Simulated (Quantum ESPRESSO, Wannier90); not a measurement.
## Tight-binding from DFT: Mg$_{3}$ZnO$_{4}$ (Cmmm)

Materials Project entry mp-753315; symmetrised, unrelaxed at this level. Not found in the COD (Crystallography Open Database) copy used; not checked further. Computed values, not measurements, from LDA: Quantum ESPRESSO (norm-conserving PseudoDojo potentials, cutoff 68 Ry, no spin polarisation, no spin-orbit coupling) on a Γ-centred 4×4×8 mesh, then Wannier90. Density: 6×6×10 mesh, cold smearing 0.01 Ry.

On the energy scale of pw.x, whose zero is arbitrary, the valence-band maximum lies at 8.51 eV.

Input w.win:

```
num_bands = 1
num_wann = 1
exclude_bands = 2-70
num_iter = 1000
conv_tol = 1.0e-6
conv_window = 4
write_hr = true
write_u_matrices = true
auto_projections = true
begin unit_cell_cart
ang
    3.0230000000   -4.2767050000    0.0000000000
    3.0230000000    4.2767050000    0.0000000000
    0.0000000000    0.0000000000    3.0280800000
end unit_cell_cart
begin atoms_frac
Mg   0.5000000000  0.5000000000  0.0000000000
Mg   0.0000000000  0.5000000000  0.5000000000
Mg   0.5000000000 -0.0000000000  0.5000000000
Zn   0.0000000000  0.0000000000  0.0000000000
O    0.2531800000 -0.2531800000  0.0000000000
O   -0.2531800000  0.2531800000  0.0000000000
O   -0.2559300000 -0.2559300000  0.5000000000
O    0.2559300000  0.2559300000  0.5000000000
end atoms_frac
mp_grid = 4 4 8
begin kpoints
0.0000000000 0.0000000000 0.0000000000
0.0000000000 0.0000000000 0.1250000000
0.0000000000 0.0000000000 0.2500000000
... (125 more lines: the 4x4x8 mesh through Gamma)
end kpoints
```

Input of pw2wannier90.x that gives the overlap and projection files (equivalent; here they were cut from one run over all bands):

```
&inputpp
  outdir = './out'
  prefix = 'pwscf'
  seedname = 'w'
  write_amn = .true.
  write_mmn = .true.
  atom_proj = .true.
  atom_proj_exclude = 1 2 3 4 5 6 7 8 9 10 11 12 13 14 15 17 18 19 20 21 22 23 24 25 26 27 28 29 30 31 32 33 34 35 36 37 38 39 40 41
/
```

Output w.wout (banner and timings cut):

```
                                    ------
                                    SYSTEM
                                    ------

                              Lattice Vectors (Ang)
                    a_1     3.023000  -4.276705   0.000000
                    a_2     3.023000   4.276705   0.000000
                    a_3     0.000000   0.000000   3.028080

                   Unit Cell Volume:      78.29694  (Ang^3)

                        Reciprocal-Space Vectors (Ang^-1)
                    b_1     1.039230  -0.734583   0.000000
                    b_2     1.039230   0.734583  -0.000000
                    b_3    -0.000000   0.000000   2.074973

 *----------------------------------------------------------------------------*
 |   Site       Fractional Coordinate          Cartesian Coordinate (Ang)     |
 +----------------------------------------------------------------------------+
 | mg   1   0.50000   0.50000   0.00000   |    3.02300   0.00000   0.00000    |
 | mg   2   0.00000   0.50000   0.50000   |    1.51150   2.13835   1.51404    |
 | mg   3   0.50000   0.00000   0.50000   |    1.51150  -2.13835   1.51404    |
 | zn   1   0.00000   0.00000   0.00000   |    0.00000   0.00000   0.00000    |
 | o    1   0.25318  -0.25318   0.00000   |    0.00000  -2.16555   0.00000    |
 | o    2  -0.25318   0.25318   0.00000   |    0.00000   2.16555   0.00000    |
 | o    3  -0.25593  -0.25593   0.50000   |   -1.54735   0.00000   1.51404    |
 | o    4   0.25593   0.25593   0.50000   |    1.54735   0.00000   1.51404    |
 *----------------------------------------------------------------------------*
                                ------------
                                K-POINT GRID
                                ------------

             Grid size =  4 x  4 x  8      Total points =  128

 *---------------------------------- MAIN ------------------------------------*
 |  Number of Wannier Functions               :                 1             |
 |  Number of Objective Wannier Functions     :                 1             |
 |  Number of input Bloch states              :                 1             |
 |  Output verbosity (1=low, 5=high)          :                 1             |
 |  Timing Level (1=low, 5=high)              :                 1             |
 |  Optimisation (0=memory, 3=speed)          :                 3             |
 |  Length Unit                               :               Ang             |
 |  Post-processing setup (write *.nnkp)      :                 F             |
 |  Using Gamma-only branch of algorithms     :                 F             |
 *----------------------------------------------------------------------------*
 *------------------------------- WANNIERISE ---------------------------------*
 |  Total number of iterations                :              1000             |
 |  Number of CG steps before reset           :                 5             |
 |  Trial step length for line search         :             2.000             |
 |  Convergence tolerence                     :         0.100E-05             |
 |  Convergence window                        :                 4             |
 |  Iterations between writing output         :                 1             |
 |  Iterations between backing up to disk     :               100             |
 |  Write r^2_nm to file                      :                 F             |
 |  Write xyz WF centres to file              :                 F             |
 |  Write on-site energies <0n|H|0n> to file  :                 F             |
 |  Use guiding centre to control phases      :                 F             |
 |  Use phases for initial projections        :                 F             |
 *----------------------------------------------------------------------------*
 *-------------------------------- PLOTTING ----------------------------------*
 |  Plotting Hamiltonian in WF basis          :                 T             |
 *----------------------------------------------------------------------------*

       ... (k-mesh section left out)

 Starting a new Wannier90 calculation ...

 Reading overlaps from w.mmn

 Reading projections from w.amn

 *------------------------------- WANNIERISE ---------------------------------*
 +--------------------------------------------------------------------+<-- CONV
 | Iter  Delta Spread     RMS Gradient      Spread (Ang^2)            |<-- CONV
 +--------------------------------------------------------------------+<-- CONV

 ------------------------------------------------------------------------------
 Initial State
  WF centre and spread    1  (  0.000000,  0.000000,  0.000000 )     0.13889518
  Sum of centres and spreads (  0.000000,  0.000000,  0.000000 )     0.13889518

      0     0.139E+00     0.0000000000        0.1388951822  <-- CONV
        O_D=      0.0000000 O_OD=      0.0000000 O_TOT=      0.1388952 <-- SPRD
 ------------------------------------------------------------------------------
      1     0.000E+00     0.0000000000        0.1388951822  <-- CONV
        O_D=      0.0000000 O_OD=      0.0000000 O_TOT=      0.1388952 <-- SPRD
      2     0.000E+00     0.0000000000        0.1388951822  <-- CONV
        O_D=      0.0000000 O_OD=      0.0000000 O_TOT=      0.1388952 <-- SPRD
      3     0.000E+00     0.0000000000        0.1388951822  <-- CONV
        O_D=      0.0000000 O_OD=      0.0000000 O_TOT=      0.1388952 <-- SPRD
      4     0.000E+00     0.0000000000        0.1388951822  <-- CONV
        O_D=      0.0000000 O_OD=      0.0000000 O_TOT=      0.1388952 <-- SPRD
             <<<     Delta < 1.000E-06  over  4 iterations     >>>
             <<< Wannierisation convergence criteria satisfied >>>
 Final State
  WF centre and spread    1  (  0.000000,  0.000000,  0.000000 )     0.13889518
  Sum of centres and spreads (  0.000000,  0.000000,  0.000000 )     0.13889518

         Spreads (Ang^2)       Omega I      =     0.138895182
        ================       Omega D      =     0.000000000
                               Omega OD     =     0.000000000
    Final Spread (Ang^2)       Omega Total  =     0.138895182
```
